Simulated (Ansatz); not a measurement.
Relaxing an invented La2SnO structure

All numbers below come from Ansatz, DFT PBE, scalar-relativistic, plane waves, PAW. Cutoff 420 eV, Gaussian smearing, Γ-centred meshes. Cell and atoms relax first on a coarse mesh, the cell is then made exact in the group found at 0.06 to 0.08 Å, and last on a converged mesh; the steps can't lower the symmetry of their start. No spin polarisation.

A trial structure of La2SnO was built thus: random cell by space group and Wyckoff sites (P-1, No. 2). The dimensions are guesses.

```xyz
4
Lattice="3.9041 0.0000 0.0000 0.8266 5.3824 0.0000 1.9312 1.0524 4.9823" Properties=species:S:1:pos:R:3 pbc="T T T"
La    1.3789    3.2174    2.4912
La    2.9177    0.5262    2.4912
Sn    2.3654    2.6912    0.0000
O     0.9656    0.5262    2.4912
```

The zero of energy is the elements' standard structures at the same level (O₂ as a molecule); no fitted shifts are applied. The references include grey tin.

**Question.** What does it relax into?

**Answer.** The symmetry goes from P-1 (No. 2) to P4/mmm (No. 123). The volume per atom grows by 7.5 %, from 26.2 to 28.1 Å³. The shortest distance goes from 1.95 Å (La–O) to 2.51 Å (La–O). The end is written in a standard setting, so origin, axes and order of atoms can differ from the start's. Conventional cell: a = 5.019 Å, c = 4.469 Å. Around La lie 2 O at 2.51 Å, 4 Sn at 3.36 Å, 4 La at 3.55 Å and 2 La at 4.47 Å; Sn is surrounded by 8 La at 3.36 Å; around O lie 4 La at 2.51 Å.

```
La Sn O
1.0
     5.01893    0.00000    0.00000
     0.00000    5.01893    0.00000
     0.00000    0.00000    4.46877
La Sn O
2 1 1
Direct
  0.50000 0.00000 0.50000
  0.00000 0.50000 0.50000
  0.50000 0.50000 0.00000
  0.00000 0.00000 0.50000
```

**Question.** How does it come out in energy, and is it a metal?

**Answer.** The energy over the elements is −1.67 eV/atom and the gap on the 8×8×8 mesh of the 4-atom cell is 0 eV (a metal).

The last run used Gaussian smearing of 0.10 eV. A structure relaxed within its symmetry needn't be a true minimum. Another cell of the same search, in I4/mcm, lies 150 meV/atom lower, so this cell isn't the stable form at this level.
